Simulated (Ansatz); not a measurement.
SiGeC₂:
```
SiGeC2
1.0
    3.15585     0.00000     0.00000
    0.00000     3.15585     0.00000
    0.00000     0.00000     4.45331
Ge Si C
1 1 2
Direct
  0.50000   0.50000   0.50000
  0.00000   0.00000   0.00000
  0.50000   0.00000   0.76366
  0.00000   0.50000   0.23634
```

Relaxed with PBEsol. PBEsol in the plane-wave PAW code Ansatz gives a gap of 1.38 eV.

**Question.** What gap does HSE06 give on the same cell (Ansatz, PAW)?

**Answer.** 2.30 eV, 0.92 eV more. The hybrid was solved on a coarser mesh and at special points; the gap given is the minimum over both.

| k | v1 PBEsol | c1 PBEsol | v1 HSE06 | c1 HSE06 |
|---|---|---|---|---|
| Γ | 0.00 | 1.75 | ___ | ___ |
| Z | -1.87 | 3.19 | ___ | ___ |
| M | -3.31 | 1.38 | -3.55 | 2.30 |
| A | -4.87 | 5.23 | ___ | ___ |
| R | -0.96 | 3.88 | -1.01 | 5.10 |
| X | -1.16 | 4.65 | ___ | ___ |

**Question.** Top valence (v1) and lowest conduction level (c1) in eV from each method's valence maximum (which need not be a listed point): supply the withheld HSE06 values.

**Answer.** 
- A, v1 HSE06: -5.23
- A, c1 HSE06: 6.39
- X, v1 HSE06: -1.21
- X, c1 HSE06: 5.81
- Z, v1 HSE06: -1.99
- Z, c1 HSE06: 4.30
- Γ, v1 HSE06: 0.00
- Γ, c1 HSE06: 2.62

Cost on shared cores: the PBEsol run (SCF on a 9×9×6 mesh, then bands and DOS) around 26 core-seconds (rough), the HSE06 run (SCF on 7×7×5, then a few points) around 3 core-minutes (rough); the tasks are unlike.

Space group P-4m2. The start of the workflow was typed in or built on a structure type; neither database checked (COD, Materials Project) lists it. Whether it is the stable phase at ambient conditions was not checked. The cell was relaxed with PBEsol under the symmetry of its start; whether a distortion lowers the energy is not shown. Scalar-relativistic: spin–orbit coupling is off unless named, which matters more the heavier the elements.

Potentials: the later of the program's two PAW sets.
